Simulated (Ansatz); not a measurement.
A geometry of Cl₂ away from equilibrium: the start of the relaxation of a relaxed Cl2 cell, doubled along one cell vector, shaken by Gaussian noise of σ = 0.08 Å a coordinate. Method: r2SCAN (plane waves to 500 eV, PAW, scalar-relativistic; Ansatz, a first-principles code). Γ-centred k-mesh 4×7×3 on the run's cell (coarser than for final values), Fermi–Dirac smearing 0.05 eV.

```xyz
8
Lattice="6.5232 -4.1382 0.0000 3.2616 2.0691 0.0000 0.0000 0.0000 8.2722" Properties=species:S:1:pos:R:3 pbc="T T T"
Cl     3.2733    -1.4337     0.9150
Cl     6.5427    -3.6796     0.8440
Cl     3.3185     1.5875     7.3190
Cl     6.6415    -0.4613     7.4577
Cl     3.1715     0.4257     3.3204
Cl     6.6414    -1.5794     3.2680
Cl     3.3556    -0.6321     4.9657
Cl     6.4871    -2.6126     4.9215
```

Problem. Give the Cartesian forces on all atoms (eV/Å).

Solution. 
```
atom     Fx     Fy     Fz
----  -----  -----  -----
Cl1    0.09  -0.35  -0.46
Cl2    0.00  -0.10  -0.31
Cl3   -0.03   0.10   0.36
Cl4   -0.06   0.30   0.41
Cl5    0.00   0.38  -0.82
Cl6   -0.02   0.45  -0.94
Cl7   -0.01  -0.32   0.80
Cl8    0.03  -0.46   0.96
```

Problem. What is the pressure?

Solution. +0.5 GPa, compression positive.

No spin polarisation in the result. No dispersion correction is included, so spacings between layers, chains or molecules are soft and tend to come out too large.
